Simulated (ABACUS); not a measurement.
Worked example: self-consistent single point of Al (C2/m, 1 atom in the cell; from Materials Project mp-134, changed as shown) in ABACUS.

Method: PBE, PseudoDojo 0.5 standard norm-conserving PBE (tails mended) pseudopotentials (plane waves; ABACUS 3.10.1).

The change in words: lattice vector b scaled by 1.02. Reference geometry (Fm-3m):
```
CELL_PARAMETERS angstrom
      0.00000     2.01946     2.01946
      2.01946     0.00000     2.01946
      2.01946     2.01946     0.00000
ATOMIC_POSITIONS crystal
  Al 0.00000 0.00000 0.00000
```

Reference input (self-consistent single point, DFT, PBE, plane waves, PseudoDojo 0.5 standard norm-conserving PBE (tails mended) pseudopotentials): KPT = Gamma 10 10 10 0 0 0; basis_type = pw; ecutwfc = 40 Ry; smearing_method = gaussian; smearing_sigma = 0.00999582 Ry; potentials = PseudoDojo 0.5 standard norm-conserving PBE (tails mended); symmetry = 1; symmetry_prec = 1e-05; ks_solver = dav_subspace; scf_nmax = 100; scf_thr = 1.0e-09 Ry; mixing_type = broyden. This run's input differs from it in these lines:

```diff
@@ -28,3 +28,3 @@
    0.0000000000    0.7071068311    0.7071068311
-   0.7071068311    0.0000000000    0.7071068311
+   0.7212488626    0.0000000000    0.7212488626
    0.7071068311    0.7071068311    0.0000000000
```

Output, abridged:

```
 SELF-CONSISTENT
 -------------------------------------------
                                 init_chg = atomic

 PW ALGORITHM --------------- ION=   1  ELEC=   1--------------------------------
 Notice: Threshold on eigenvalues was too large.

 Density error is 0.0057627142181
                          Error Threshold = 0.000192506403724
 E_KohnSham     -4.6341609375        -63.0509941989
 E_Fermi        0.5798612539         7.8894171030

 PW ALGORITHM --------------- ION=   1  ELEC=   2--------------------------------

 Density error is 0.0006750606507
                          Error Threshold = 0.000192090473937
   [... lines left out ...]

 Density error is 1.7906023061e-08
                          Error Threshold = 1.80261989644e-08
 E_KohnSham     -4.6340130294        -63.0489818063
 E_Fermi        0.5775798653         7.8583772184

 PW ALGORITHM --------------- ION=   1  ELEC=   5--------------------------------

 Density error is 1.19012283599e-10
                          Error Threshold = 5.96867435366e-10
 E_KohnSham     -4.6340130299        -63.0489818135
 E_KS(sigma->0) -4.6337887180        -63.0459298928
 E_entropy(-TS) -0.0004486239        -0.0061038415
 E_Fermi        0.5775772763         7.8583419935
 charge density convergence is achieved
 final etot is -63.048981813 eV
 EFERMI = 7.8583419935 eV

 STATE ENERGY(eV) AND OCCUPATIONS    NSPIN == 1
   [... 9 lines left out ...]

 TOTAL-FORCE (eV/Angstrom)
                       Al1         0.0000000000         0.0000000000         0.0000000000

 TOTAL-STRESS (KBAR)
       -12.0588094584        -2.1904326442         5.9266723083
        -2.1904326442       -20.5689814852        -2.1904326442
         5.9266723083        -2.1904326442       -12.0588094584
 TOTAL-PRESSURE: -14.895533 KBAR

 --------------------------------------------
 !FINAL_ETOT_IS -63.0489818134828610 eV
 --------------------------------------------
```

The run converged in 5 iterations. Against the reference run the free energy is nearly the same (within 1 meV/atom) and the pressure goes from -0.20 to -1.49 GPa.

The structure comes from a collection of computed structures, made at another level of theory; the collection holds predicted forms beside known ones. No clean gap shows at this smearing width and mesh (spacing up to 0.27 Å⁻¹); the mesh is coarse for partly filled bands, so the values carry mesh errors.

Cost on one core: around 19 core-seconds (rough).

“Tails mended”: in these copies of the files the far tail of each local potential was reset to the Coulomb form.
